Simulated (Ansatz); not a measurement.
Co (hcp, Mg type)

```xyz
2
Lattice="2.4571 0.0000 0.0000 -1.2286 2.1279 0.0000 0.0000 0.0000 3.9682" Properties=species:S:1:pos:R:3 pbc="T T T"
Co     0.0000     1.4186     2.9761
Co     1.2286     0.7093     0.9920
```

The volume is varied about the relaxed value V₀ at fixed cell shape. Symmetry pins the atoms to their sites.

Method: PBEsol (plane waves to 420 eV, PAW, scalar-relativistic; Ansatz, a program for electronic structure). k mesh 22×22×12 (Γ-centred), Fermi-Dirac smearing 0.05 eV. The energy includes the smearing's −TS. Stress and pressure are positive under compression. With the shape held, the modulus is that of even scaling; a crystal free to change shape is softer. Co was relaxed with its symmetry unable to fall. Relaxed Co ends ferromagnetic. The PAW data are Ansatz's earlier set. Other magnetic orders were not checked, so this need not be the ground state. The zero of ΔE is the relaxed starting cell. The last digit holds for this mesh only.

| V (Å³/atom) | ΔE (meV/atom) |
|---|---|
| 9.337 | 96.0 |
| 9.510 | 64.4 |
| 9.682 | 39.8 |
| 9.855 | 21.7 |
| 10.028 | withheld |
| 10.201 | 2.3 |
| 10.374 | 0.0 |
| 10.547 | 2.1 |
| 10.720 | 8.3 |
| 10.893 | 18.2 |
| 11.066 | 31.4 |
| 11.238 | 47.6 |
| 11.411 | 66.5 |

Problem. Fit a third-order Birch-Murnaghan form (E₀, V₀, B₀, B₀′ free) to the given rows and predict ΔE at V = 10.028.

Solution. Least squares on the 12 given rows: ΔE = E₀ + (9V₀B₀/16)·y²·[2 + (B₀′ − 4)y], y = (V₀/V)^(2/3) − 1, with V₀ = 10.373 Å³/atom, B₀ = 244.8 GPa (160.2 GPa = 1 eV/Å³; the term in eV is multiplied by 1000), B₀′ = 4.56, E₀ = -0.02 meV/atom; root-mean-square residual 0.06 meV/atom. At 10.028 the fit gives 9.3 meV/atom; the calculation gives 9.4 meV/atom, so the interpolation is off by -0.1 (-1.1 %). For the pressure the fit gives 8.9 GPa against the computed 8.9 GPa.

(Under strain, the slope of the energy per volume gives the stress and its curvature an elastic modulus.)
